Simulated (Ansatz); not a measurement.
Y$_{2}$Pt: reading a single point

```
Pt Y
1.0
     6.99640    0.00000    0.00000
     0.00000    4.85077    0.00000
     0.00000    0.00000    8.75951
Pt Y
4 8
Direct
  0.24296 0.25000 0.39987
  0.25704 0.75000 0.89987
  0.74296 0.25000 0.10013
  0.75704 0.75000 0.60013
  0.14740 0.25000 0.08075
  0.35260 0.75000 0.58075
  0.64740 0.25000 0.41925
  0.85260 0.75000 0.91925
  0.01605 0.25000 0.67592
  0.48395 0.75000 0.17592
  0.51605 0.25000 0.82408
  0.98395 0.75000 0.32408
```

The numbers come from plane-wave PAW DFT (Ansatz): PBEsol, no spin polarisation, 420 eV, 5×7×4 Γ-centred k points, gaussian occupations (width 0.2204 eV). Nothing was relaxed.

Question: What is the formation energy?

Answer: -0.90 eV an atom against the elements' usual phases (free molecules for gases, crystals otherwise, with no correction for O₂ or N₂), so it is bound against them; other compounds may still compete. Relaxing would lower it.

Question: Where is the largest force?

Answer: The largest is on Y9 (and as large on other atoms): 0.39 eV/Å, components (-0.04, 0.00, -0.39). It makes 38° with the line to a nearest neighbour, Pt1 at 2.89 Å, pointing towards it.

Question: What do density and ELF say about some of the short contacts?

Answer: Pt–Y at 2.83 Å: least valence density 0.30 e/Å³ and ELF 0.23 there. These are pseudo-fields; inside the PAW spheres they differ from the all-electron ones.

Question: What does the stress say?

Answer: The pressure is -2.4 GPa (compression positive), so with the atoms held at these fractions the cell would first shrink. The principal stresses -3.3, -2.2, -1.6 GPa differ, so its shape would change too.

Question: What happens at the Fermi level?

Answer: It is a metal, with about 12 states/eV a cell as the mean within 0.25 eV of the Fermi level, mostly Y d (73 %).

Origin: a known structure type with other elements, at an estimated volume, so it need not be a known compound. Caveats: wide smearing.
